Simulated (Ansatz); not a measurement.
A scan (energy against volume; even scaling of the relaxed cell, symmetry kept) gave these values. Method: PBEsol (plane waves to 420 eV, PAW, scalar-relativistic; Ansatz, a program for electronic structure).

Bulk modulus at fixed cell shape B₀ (third-order Birch-Murnaghan fit): 298 GPa
Pressure derivative B₀′ (fit): 3.9
Equilibrium volume of the fit: 7.02 Å³/atom

Of these crystals, all scanned alike, which one is it?
A) HgS (cinnabar type, space group P3_221)
B) NiSi (MnP type, space group Pnma)
C) SiSe₂ (SiS2 type, space group Ibam)
D) FeB₄ (space group Pnnm)

D, FeB₄ (space group Pnnm). The others have, for the bulk modulus at fixed cell shape: HgS 23.0 GPa, NiSi 185 GPa, SiSe2 13.6 GPa

All were relaxed with their symmetry unable to fall. FeB4 is run without spin polarisation. NiSi is run without spin polarisation. Spin-orbit coupling is left out. With the shape held, the modulus is that of even scaling; a crystal free to change shape is softer.

(A scan under strain: stresses follow from slopes of the energy per volume, elastic moduli from its curvatures.)
